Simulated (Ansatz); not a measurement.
Here is the system:

MoPt:
```
CELL_PARAMETERS angstrom
      2.75808     0.00000     0.00000
     -1.37904     2.38857     0.00000
      0.00000     0.00000     4.46884
ATOMIC_POSITIONS crystal
  Mo 0.66667 0.33333 0.00000
  Pt 0.33333 0.66667 0.50000
```

This is the LDA-relaxed structure. Tensor components refer to the Cartesian frame of this cell.

Q: All from the program Ansatz at the LDA level (PAW), unless another level is named. Give the Debye temperature from the elastic constants.

A: 329 K.

Q: Predict the elastic constants (relaxed ions, GPa).

A: C11 = 401, C12 = 314, C13 = 201, C33 = 566, C44 = 153.

Space group P-6m2. The workflow started from a Materials Project entry (that database holds measured and hypothetical structures alike); the Crystallography Open Database copy checked does not list it. With Mo and Pt taken as one species the cell has the higher symmetry P6_3/mmc, so it may be an ordered model of a mixed-site phase. Whether it is the stable phase at ambient conditions was not checked. Symmetry was held in the LDA relaxation; whether a distortion lowers the energy is not shown. The run is not spin-polarised. As this level gives no gap, shear constants depend on the k-mesh and smearing (Fermi–Dirac, 0.1 eV here). On the denser mesh and wider smearing of the elastic run this cell carries a stress of 0.4 GPa. Scalar-relativistic: spin–orbit coupling is off unless named, which matters more the heavier the elements.

Potentials: the later of the program's two PAW sets.
